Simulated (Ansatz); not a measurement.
How much do the gradients of CsTlF4 depend on the method?

Cell: a computed structure from the Materials Project (it need not be an observed phase), atoms as given.

Space group Pca2_1 (No. 29); a = 8.5611, b = 6.6809, c = 8.7269 Å.

```
site  Wyckoff  site symmetry       x       y       z
  Cs       4a              1  0.1969  0.5133  0.1981
  Tl       4a              1  0.9941  0.0005  0.4469
  F9       4a              1  0.0613  0.2923  0.5040
 F13       4a              1  0.0133  0.0931  0.1972
 F17       4a              1  0.7437  0.1217  0.4398
 F21       4a              1  0.4204  0.2912  0.3939
```

One atom of each set is listed.

First run. All values are calculated (Ansatz; DFT, PBE, plane waves and PAW, scalar-relativistic, 420 eV cutoff, Γ-centred 3×4×3 k-points, Fermi–Dirac smearing 0.02 eV), not measured.

```tsv
site	V_zz (10²¹ V/m²)	η
Cs	5.48	0.47
Tl	-24.9	0.18
F9	15.66	0.04
F13	12.69	0.22
F17	11.27	0.34
F21	15.60	0.04
```

Second run. The same atoms and settings, except that the functional is r2SCAN and the cutoff is 500 eV.

Task: Given the first result, estimate the second.

Result: 

| site | V_zz | η | change of V_zz |
| --- | --- | --- | --- |
| Cs | 5.88 | 0.47 | +0.40 |
| Tl | -25.5 | 0.18 | -0.62 |
| F9 | 15.30 | 0.03 | -0.36 |
| F13 | 12.12 | 0.20 | -0.57 |
| F17 | 10.79 | 0.33 | -0.48 |
| F21 | 15.21 | 0.04 | -0.39 |

The largest change of V_zz is on Tl, from -24.9 to -25.5. In per cent, |V_zz| changes by +7 on Cs, +2 on Tl, -4 to -2 on F (all sites that start above 0.5).

Spin–orbit coupling is left out, which shifts gradients on Tl by a few per cent, and by more where contributions nearly cancel.
For the second run: The largest force is 0.5 eV/Å, so the atoms aren't at the calculated equilibrium and relaxing them would move these values.
